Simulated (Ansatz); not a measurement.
CsSrF3:
```xyz
5
Lattice="4.7639 0.0000 0.0000 0.0000 4.7639 0.0000 0.0000 0.0000 4.7639" Properties=species:S:1:pos:R:3 pbc="T T T"
Cs     0.0000     0.0000     0.0000
Sr     2.3820     2.3820     2.3820
F      0.0000     2.3820     2.3820
F      2.3820     0.0000     2.3820
F      2.3820     2.3820     0.0000
```

r²SCAN in the plane-wave PAW code Ansatz gives a gap of 7.17 eV without spin–orbit coupling, maximum at Γ, minimum at Γ.

**Question.** What happens when spin–orbit coupling is switched on?

**Answer.** The gap shrinks by 0.03 eV, to 7.14 eV; maximum at Γ, minimum at Γ.

**Question.** How large is the spin–orbit splitting of the valence top at Γ?

**Answer.** The fourfold level lies 0.11 eV above the split-off pair.

**Question.** Give the electron effective mass with spin–orbit coupling.

**Answer.** 0.46 mₑ (isotropic).

**Question.** Give the hole effective mass with spin–orbit coupling, band 1 of 2 at the edge.

**Answer.** 3.2 along [110], 1.7 along [111] (mₑ).

**Question.** Give the hole effective mass with spin–orbit coupling, band 2 of 2 at the edge.

**Answer.** 0.82 along [100], 1.1 along [110], 1.5 along [111] (mₑ).

Space group Pm-3m (cubic perovskite). The first step of the workflow began from a Materials Project structure, measured or hypothetical; the Crystallography Open Database copy checked does not list it. Whether it is the stable phase at ambient conditions was not checked. Symmetry was held in the r²SCAN relaxation; whether a distortion lowers the energy is not shown.

Potentials: the later of the program's two PAW sets.
